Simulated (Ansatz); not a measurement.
Crystals of one structure type (MoSi2 or CaC2 type) and one family of elements, relaxed and computed with the program Ansatz at the r²SCAN level (PAW).

```json
[
 {"crystal": "Si2Mo", "V (Å³/atom)": "13.36", "B₀ by P(V) fit (GPa)": "217"},
 {"crystal": "Si2W", "V (Å³/atom)": "13.41", "B₀ by P(V) fit (GPa)": "232"},
 {"crystal": "Ge2Mo", "V (Å³/atom)": "15.04", "B₀ by P(V) fit (GPa)": "176"},
 {"crystal": "Ge2W", "V (Å³/atom)": "15.05", "B₀ by P(V) fit (GPa)": "?"}
]
```

### Question
Fit a straight line to ln B₀ against ln V and predict the withheld value.

### Answer
Least squares on the 3 shown rows: ln B₀ = -2.07 × ln V + (10.783), with a scatter of 3 %. For Ge2W this gives 176. The run itself gave 189, outside the scatter: the line misses something about this case.

Standing as an ambient phase not checked: Ge2Mo, MoSi2 or CaC2 type; Ge2W, MoSi2 or CaC2 type. All cells were relaxed under the symmetry of their starts (and spin orders); stability against distortions was not tested throughout. Rows with no word on spin ran without spin polarisation. Scalar-relativistic: spin–orbit coupling is off unless named, which matters more the heavier the elements.

Potentials: the later of the program's two PAW sets.
